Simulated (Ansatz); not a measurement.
AlRu (CsCl type, Pm-3m) at seven volumes, plane-wave PAW PBE (Ansatz code), scaled uniformly. One row is withheld.

```tsv
V (Å³/atom)	P (GPa)
12.335	?
12.741	14.42
13.148	6.63
13.554	0.00
13.961	-5.63
14.368	-10.42
14.774	-14.48
```

Task: Fit the shown pressures and predict the withheld one.

Result: P = (3/2)B₀(x^(7/2) − x^(5/2))[1 + (3/4)(B′ − 4)(x − 1)] with x = (V₀/V)^(2/3). Least squares on the six rows gives V₀ = 13.554 Å³/atom, B₀ = 203 GPa, B′ = 4.42. At V = 12.335, x = 1.0648 and P = 23.57 GPa. The run itself gave 23.59 GPa.

The cell was relaxed with PBE under the symmetry of its start. No spin polarisation was allowed.

Potentials: the later of the program's two PAW sets.
